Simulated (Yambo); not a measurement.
Quantum ESPRESSO input (LDA, PseudoDojo standard norm-conserving files, scalar-relativistic) whose wavefunctions are converted with p2y:

```
&CONTROL
  calculation = 'nscf'
  pseudo_dir = './pseudo'
  outdir = './out'
/
&SYSTEM
  ibrav = 0
  nat = 5
  ntyp = 3
  ecutwfc = 74.0
  ecutrho = 296.0
  occupations = 'fixed'
  force_symmorphic = .true.
  nbnd = 176
/
&ELECTRONS
  conv_thr = 5e-09
  diago_full_acc = .true.
  diago_thr_init = 1e-08
/
ATOMIC_SPECIES
H 1.0080 H.upf
Ca 40.0780 Ca.upf
Cs 132.9055 Cs.upf
CELL_PARAMETERS angstrom
  4.621190000000   0.000000000000   0.000000000000
  0.000000000000   4.621190000000   0.000000000000
  0.000000000000   0.000000000000   4.621190000000
ATOMIC_POSITIONS crystal
H   0.500000000000   0.000000000000   0.500000000000
H   0.000000000000   0.500000000000   0.500000000000
H   0.500000000000   0.500000000000   0.000000000000
Ca   0.500000000000   0.500000000000   0.500000000000
Cs   0.000000000000   0.000000000000   0.000000000000
K_POINTS automatic
2 2 2 0 0 0
```

Yambo's initialisation report on symmetry, reciprocal space, the k grid and the gaps on this mesh:

```
  [02.02] Symmetries
  ==================

  Inversion symmetry    : yes
  Spatial inversion     : yes
  Inversion index       :  25
  K-space Time-reversal : no
  Magnetic symmetries   : no
  Group table correct   : yes
  Symmetries units      :  [cc]

  [02.03] Reciprocal space
  ========================

  nG shells         :   479
  nG charge         :   57363
  nG WFs            :   8816
  nC WFs            :   7208
  G-vecs. in first 47 shells:  [ Number ]
     1    7   19   27   33   57   81   93  123
    147   171   179   203   251   257   305   341   365
    389   437   461   485   515   587   619   691   739
    751   799   847   895   925   949  1021  1045  1141
   1189  1213  1237  1309  1357  1365  1419  1503  1551
   1575  1647
  ...
  Shell energy in first 47 shells:  [ mHa ]
    0.00000      258.836      517.672      776.507      1035.34      1294.18      1553.01      2070.69      2329.52
    2588.36      2847.19      3106.03      3364.87      3623.70      4141.37      4400.21      4659.04      4917.88
    5176.72      5435.55      5694.39      6212.06      6470.90      6729.73      6988.57      7506.24      7765.07
    8282.75      8541.58      8800.42      9059.25      9318.09      9576.92      9835.76      10353.4      10612.3
    10871.1      11129.9      11388.8      11647.6      11906.4      12424.1      12683.0      12941.8      13200.6
    13459.5      13718.3
  ...

  [02.04] K-grid lattice
  ======================

  Compatible Grid is   : 3D
  Base K vectors       :  K_min[ 1 ]  K_min[ 2 ]  K_min[ 3 ]
  K_min[ 1 ] : -0.500000  0.000000  0.000000 [rlu]
  K_min[ 2 ] :  0.000000  0.000000 -0.500000 [rlu]
  K_min[ 3 ] :  0.000000 -0.500000  0.000000 [rlu]
  Grid dimensions      :  2  2  2
  K lattice UC volume  :  0.046558 [a.u.]

  IBZ K-points                                      :   4
  BZ  K-points                                      :   8

  K/Q-points units:
  rlu = crystal or reduced units; cc = cartesian coordinates; iku = interal k-units

  K [1]          [rlu]:  0.000000  0.000000  0.000000
         WF components:   7123
  K [2]          [rlu]:  0.000000  0.000000 -0.500000
         WF components:   7160
  K [3]          [rlu]:  0.000000 -0.500000 -0.500000
         WF components:   7184
  K [4]          [rlu]: -0.500000 -0.500000 -0.500000
         WF components:   7208

  [02.05] Energies & Occupations
  ==============================

  [X] === General ===
  [X] Electronic Temperature                        :  0.000000  0.000000 [eV K]
  [X] Bosonic    Temperature                        :  0.000000  0.000000 [eV K]
  [X] Finite Temperature mode                       : no
  [X] El. density                                   :  0.22293E+24 [cm-3]
  [X] Fermi Level                                   :  2.833864 [eV]

  [X] === Gaps and Widths ===
  [X] Conduction Band Min                           :  2.810534 [eV]
  [X] Valence Band Max                              :  0.000000 [eV]
  [X] Filled Bands                                  :  11
  [X] Empty Bands                                   :   12  176
  [X] Direct Gap                                    :  2.810534 [eV]
  [X] Direct Gap localized at k                     :  3
  [X] Indirect Gap                                  :  2.810534 [eV]
  [X] Indirect Gap between kpts                     :  3  3
  [X] Last valence band width                       :  0.667576 [eV]
  [X] 1st conduction band width                     :  2.554019 [eV]
```
The gaps are LDA values on this mesh alone; only operations without fractional translations are kept.

Geometry of the Materials Project entry, not relaxed at this level.
